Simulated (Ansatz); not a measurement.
Consider the following.

CoNbS2:
```
CELL_PARAMETERS angstrom
      3.30883     0.00000     0.00000
     -1.65441     2.86553     0.00000
      0.00000     0.00000    11.39822
ATOMIC_POSITIONS crystal
  S  0.33333 0.66667 0.60991
  Nb 0.00000 0.00000 0.75000
  S  0.33333 0.66667 0.89009
  Co 0.00000 0.00000 0.00000
  S  0.66667 0.33333 0.10991
  Nb 0.00000 0.00000 0.25000
  S  0.66667 0.33333 0.39009
  Co 0.00000 0.00000 0.50000
```

This is the PBE+D3(BJ)-relaxed structure. Cartesian axes are those of the cell as given.

Task: All from plane-wave PAW PBE+D3(BJ) (Ansatz code), unless another level is named. Give the Poisson's ratio.

Result: 0.27.

Task: What about the elastic constants (relaxed ions, GPa)?

Result: C11 = 302, C12 = 123, C13 = 122, C33 = 357, C44 = 117.

Space group P6_3/mmc. A made-up cell: these elements were put on the sites of a structure type; neither database checked (COD, Materials Project) lists it. Its standing as an ambient phase is unchecked. The cell was relaxed with PBE+D3(BJ) under the symmetry of its start; whether a distortion lowers the energy is not shown. The workflow began spin-polarised and lost its moments. As this level gives no gap, shear constants depend on the k-mesh and smearing (Fermi–Dirac, 0.1 eV here).

Potentials: the later of the program's two PAW sets.
